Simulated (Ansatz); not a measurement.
PtSe₂:
```yaml
crystal:
  lattice:
    - [3.68975, 0.00000, 0.00000]
    - [-1.84488, 3.19542, 0.00000]
    - [0.00000, 0.00000, 32.00000]
  atoms:
    - { symbol: Se, position: [0.66667, 0.33333, 0.54136] }
    - { symbol: Pt, position: [0.00000, 0.00000, 0.50000] }
    - { symbol: Se, position: [0.33333, 0.66667, 0.45864] }
```
Free-standing layer in the xy plane with vacuum along z and no interaction between images.

Relaxed with r²SCAN+D4. Plane-wave PAW r²SCAN+D4 (Ansatz code) gives a gap of 1.58 eV.

**Question.** What gap does HSE06 give on the same cell (Ansatz, PAW)?

**Answer.** 1.93 eV, 0.34 eV more. The hybrid was solved on a coarser mesh and at special points; its gap is the smallest among all of these.

```csv
k,v1 r²SCAN+D4,c1 r²SCAN+D4,v1 HSE06,c1 HSE06
Γ,0.00,3.19,0.00,3.65
M,-1.54,2.65,?,?
K,-1.07,1.98,?,?
```

**Question.** Top valence (v1) and lowest conduction level (c1) in eV from each method's valence maximum (which need not be a listed point): supply the withheld HSE06 values.

**Answer.** 
- M, v1 HSE06: -1.71
- M, c1 HSE06: 3.13
- K, v1 HSE06: -1.50
- K, c1 HSE06: 2.41

Cost on shared cores: the r²SCAN+D4 run (SCF on a 12×12×1 mesh, then bands and DOS) about 3.0 core-minutes (a rough figure), the HSE06 run (SCF on 9×9×1, then a few points) roughly 14 core-minutes; the tasks are unlike.

Space group P-3m1 (1T). A layer that has been made, often on a substrate. The cell was relaxed with r²SCAN+D4 under the symmetry of its start; its stability against distortions is not shown here. No spin polarisation was allowed. Scalar-relativistic: spin–orbit coupling is off unless named, which matters more the heavier the elements.

Potentials: the later of the program's two PAW sets.
